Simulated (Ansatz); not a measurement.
## Ansatz 0.2.0, relaxation: NaYHf$_{2}$F$_{6}$

The input file (Ansatz 0.2.0, plane waves):

```yaml
crystal:
  lattice:
    - [0.0, 4.039906, 4.039906]
    - [4.039906, 0.0, 4.039906]
    - [4.039906, 4.039906, 0.0]
  atoms:
    - { symbol: F, position: [0.756, 0.244, 0.244] }
    - { symbol: F, position: [0.244, 0.756, 0.244] }
    - { symbol: F, position: [0.244, 0.756, 0.756] }
    - { symbol: F, position: [0.756, 0.244, 0.756] }
    - { symbol: F, position: [0.244, 0.244, 0.756] }
    - { symbol: F, position: [0.756, 0.756, 0.244] }
    - { symbol: Na, position: [0.5, 0.5, 0.5] }
    - { symbol: "Y", position: [0.0, 0.0, 0.0] }
    - { symbol: Hf, position: [0.25, 0.25, 0.25] }
    - { symbol: Hf, position: [0.75, 0.75, 0.75] }
  symmetry: { tolerance: 0.0003 }
kpoints:
  mp_grid: { grid: [7, 7, 7], shift: [0, 0, 0] }
magnetization:
  spin_polarized: false
scf:
  occupations: { method: gaussian, width: 0.1282 }
  lower_state_search: "off"
hamiltonian:
  pseudopotentials: { kind: paw }
  xc: pbe
basis:
  ecutwfc: 420
  fft_grid_basis: typed
relax:
  max_steps: 80
  cell: { p_target: 0.0 }
  f_tol: 0.03
output:
  forces: true
  stress: true
  eigenvalues: true
  bader: true
  populations: true
  elf: true
  write_potential: true
  volumetric_format: npy
  dos:
    e_range: [-12, 8]
    de: 0.05
    projected: { site_lists: { F: [F], Hf: [Hf], Na: [Na], "Y": ["Y"] } }
  write_density: true
checkpoint:
  read: saved_state
```

The command:

```bash
ansatz run input.yaml --threads 2 --pin off --max-ram 3584MiB --backend cpu --events-out ev --progress --plain --runs-dir out
```

Origin of the cell: a known structure type with other elements, at an estimated volume, so it need not be a known compound.

The saved state is a converged single point of the same cell.

Steps («new basis» is an SCF on plane waves selected anew at the same cell):

| step | ΔF (meV/atom) | max force component (eV/Å) | P (GPa) | volume (Å³) | SCF iterations | step was |
| --- | --- | --- | --- | --- | --- | --- |
| 1 | 0.0 | 3.291 | 30.52 | 131.87 | 8 | accepted |
| 2 | -257.0 | 0.081 | 5.37 | 152.11 | 11 | accepted |
| 3 | -267.4 | 0.119 | 1.48 | 157.76 | 8 | accepted |
| 4 | -268.4 | 0.083 | 0.02 | 160.49 | 8 | accepted |
| 5 | -268.5 | 0.013 | 0.04 | 160.85 | 7 | accepted |
| 6 | -300.2 | 0.017 | 3.12 | 160.85 | 10 | new basis |
| 7 | -305.7 | 0.011 | 0.95 | 166.90 | 9 | accepted |
| 8 | -304.8 | 0.001 | -0.23 | 171.13 | 8 | accepted |
| 9 | -305.2 | 0.001 | -0.01 | 170.30 | 8 | accepted |
| 10 | -309.0 | 0.002 | 0.11 | 170.30 | 9 | new basis |
| 11 | -308.9 | 0.000 | 0.00 | 170.69 | 8 | accepted |
| 12 | -309.0 | 0.000 | 0.00 | 170.69 | 7 | new basis |

The starting structure.

Space group Fm-3m (No. 225); the run's cell has a = 5.713 Å, b = 5.713 Å, c = 5.713 Å, α = 60.00°, β = 60.00°, γ = 60.00°. Shortest distances: F–Y 1.97 Å, F–Na 2.07 Å, F–F 2.79 Å, F–Hf 2.86 Å, Hf–Na 3.50 Å, Hf–Y 3.50 Å.

The relaxed structure.

Space group Fm-3m (No. 225); the run's cell has a = 6.226 Å, b = 6.226 Å, c = 6.226 Å, α = 60.00°, β = 60.00°, γ = 60.00°. Shortest distances: F–Y 2.17 Å, F–Na 2.23 Å, F–F 3.07 Å, F–Hf 3.11 Å.

```
CELL_PARAMETERS angstrom
0.00000 4.40275 4.40275
4.40275 0.00000 4.40275
4.40275 4.40275 0.00000
ATOMIC_POSITIONS crystal
F 0.75320 0.24680 0.24680
F 0.24680 0.75320 0.24680
F 0.24680 0.75320 0.75320
F 0.75320 0.24680 0.75320
F 0.24680 0.24680 0.75320
F 0.75320 0.75320 0.24680
Na 0.50000 0.50000 0.50000
Y 0.00000 0.00000 0.00000
Hf 0.25000 0.25000 0.25000
Hf 0.75000 0.75000 0.75000
```

```
Free energy lowered by  : 309.0 meV/atom
Volume change           : 29.44 %
Final pressure          : 0.00 GPa
Relaxation steps listed : 12
```

Caveats: no moments, though an odd count or open d shells may carry them; no spin-orbit coupling, though heavy elements are present; the relaxation held the start's symmetry, so the end may be a saddle point.

It ran for 68 s on 2 threads of AMD EPYC 9R14 (Zen 4), on a shared host, peak memory 0.73 GiB, from a saved density.
